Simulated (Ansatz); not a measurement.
Consider the following.

BaHfO$_{3}$:
Space group Pm-3m (No. 221); a = b = c = 4.158 Å, α = β = γ = 90.00°

```tsv
atom	site	symmetry	x	y	z
Ba	1a	m-3m	0.0000	0.0000	0.0000
Hf	1b	m-3m	0.5000	0.5000	0.5000
O	3c	4/mm.m	0.0000	0.5000	0.5000
```

This is the PBEsol-relaxed structure.

Q: All from DFT-PBEsol in the program Ansatz with PAW potentials, unless another level is named. Estimate the HSE06 gap on the PBEsol cell.

A: 5.21 eV.

Q: Next, the band gap?

A: 3.59 eV (indirect).

Q: Predict the electron effective mass, band 3 of 3 at the edge.

A: 0.33 along [100], 0.33 along [110], 0.44 along [111] (mₑ).

The cell was relaxed with PBEsol under the symmetry of its start. The run is not spin-polarised. Spin–orbit coupling is left out wherever it is not named.

Potentials: the earlier of the program's two PAW sets. The files were generated under PBE; for other functionals the program regenerates the frozen cores, and for LDA and PBEsol the local potential too.
